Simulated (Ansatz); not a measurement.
Method: Ansatz 0.2.0, DFT PBE, scalar-relativistic, plane waves, PAW. Each cell gets a short relaxation within its symmetry: 420 eV, a coarse mesh through Γ, smearing of 0.15 eV, at most 16 steps to 0.08 eV/Å and 0.8 GPa. No spin polarisation. Energies are free energies per atom, good to about 0.1 eV/atom between metallic cells, end volumes are rough, and groups of ends are read at 0.1 Å.

Two unrelaxed guesses for AgSn2SeI3:

A.

```yaml
crystal:
  lattice:
    - [7.53746, 0.00000, 0.00000]
    - [-3.76873, 6.52763, 0.00000]
    - [0.00000, 0.00000, 4.89531]
  atoms:
    - { symbol: Ag, position: [0.00000, 0.00000, 0.00000] }
    - { symbol: Sn, position: [0.33333, 0.66667, 0.50000] }
    - { symbol: Sn, position: [0.66667, 0.33333, 0.50000] }
    - { symbol: Se, position: [0.00000, 0.00000, 0.50000] }
    - { symbol: I, position: [0.50836, 0.00000, 0.50000] }
    - { symbol: I, position: [0.00000, 0.50836, 0.50000] }
    - { symbol: I, position: [0.49164, 0.49164, 0.50000] }
```

B.

```yaml
crystal:
  lattice:
    - [5.34277, 0.00000, 0.00000]
    - [0.00000, 5.34277, 0.00000]
    - [0.00000, 0.00000, 10.33902]
  atoms:
    - { symbol: Ag, position: [0.50000, 0.50000, 0.50000] }
    - { symbol: Sn, position: [0.50000, 0.50000, 0.27086] }
    - { symbol: Sn, position: [0.50000, 0.50000, 0.72914] }
    - { symbol: Se, position: [0.50000, 0.50000, 0.00000] }
    - { symbol: I, position: [0.00000, 0.00000, 0.50000] }
    - { symbol: I, position: [0.00000, 0.00000, 0.12688] }
    - { symbol: I, position: [0.00000, 0.00000, 0.87312] }
```

**Question.** Compare their energies before and after the relaxation.

**Answer.** As given, B is lower by 2.92 eV/atom. Relaxed, B is lower by 0.19 eV/atom, so the order holds. A goes from P-62m at 34.4 Å³/atom to P-62m at 58.5 Å³/atom and gains 3.27 eV/atom. B goes from P4/mmm at 42.2 Å³/atom to P4/mmm at 33.5 Å³/atom and gains 0.53 eV/atom. The closest pair in A goes from Sn–I at 2.18 Å to Ag–Se at 2.40 Å. The closest pair in B goes from Ag–Sn at 2.37 Å to Sn–Se at 2.74 Å. At the end: counting I or Se atoms around Ag and Sn (for each partner element, those within 1.25 times its shortest distance or 1.15 times the sum of covalent radii, where it is the nearest in units of that sum or under 1.3), A has Ag 2, Sn 3 and B has Ag 4, Sn 5. The lowest end among all the guesses of this search lies 0.24 eV/atom under the better of the two.

Weakly bound directions are ill-defined at this level, which has no dispersion term (P-62m), and this can change margins and order among such cells. These runs have no spin–orbit coupling, which can matter for I.
